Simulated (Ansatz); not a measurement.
The numbers come from plane-wave PAW DFT (Ansatz): r2SCAN, no spin polarisation, 500 eV, 4×4×7 Γ-centred k points, fermi-dirac occupations (width 0.1033 eV). Nothing was relaxed.

Computed maps in the lattice plane spanned by a (left to right, 8.60 Å, 26 points from zero) and b (bottom to top, 8.60 Å, 26 points from zero), 90° apart, at height 0.000 along c. The fields are smooth PAW ones with compensation charges, not the true ones near nuclei.

Valence density. Digits on a logarithmic scale: 0 up to 0.03 e/Å³, each further digit a factor of 1.6, 9 from 1.3 e/Å³ up:
```
99963224567776544332223699
99752235689997543333333579
76532245899998644445443356
33222346899999655677654333
22223346899998656899975432
22344445799997668999996432
34556655567776568999997532
35688875555554468999997433
46899996544333457999986433
57999997543222345788865434
57999997532111234566655444
57999997532101123445666655
56789876432110112346789876
55566665443211012357999997
54445566654321112357999997
54345688875432223457999997
43346899997543334456999986
33347999998644555555788865
32357999998656777655566554
22346999998667999975444432
22345799986568999986433222
33334567765569999986432223
76533445444468999985422356
99753333333457999865322579
99963222334456777654223699
89973223345555555433223799
```

**Question.** The cell is SrBi4Pt2. Which atoms lie within 0.2 Å of this plane, and where (fractions of a and b)?

**Answer.** Pt at (0.28, 0.28), Pt at (0.72, 0.72), Sr at (0.00, 0.00), Bi at (0.84, 0.41), Bi at (0.16, 0.59), Bi at (0.59, 0.16), Bi at (0.41, 0.84). The whole cell:
```xyz
14
Lattice="8.6029 0.0000 0.0000 0.0000 8.6029 0.0000 0.0000 0.0000 4.6819" Properties=species:S:1:pos:R:3 pbc="T T T"
Pt    2.4034    2.4034    0.0000
Pt    1.8981    6.7048    2.3410
Pt    6.1995    6.1995    0.0000
Pt    6.7048    1.8981    2.3410
Sr    0.0000    0.0000    0.0000
Sr    4.3015    4.3015    2.3410
Bi    7.2606    3.5034    0.0000
Bi    0.7980    2.9591    2.3410
Bi    1.3423    5.0995    0.0000
Bi    7.8049    5.6438    2.3410
Bi    2.9591    0.7980    2.3410
Bi    5.0995    1.3423    0.0000
Bi    5.6438    7.8049    2.3410
Bi    3.5034    7.2606    0.0000
```

Origin: a known structure type with other elements, at an estimated volume, so it need not be a known compound. Caveats: atoms or cell far from equilibrium.
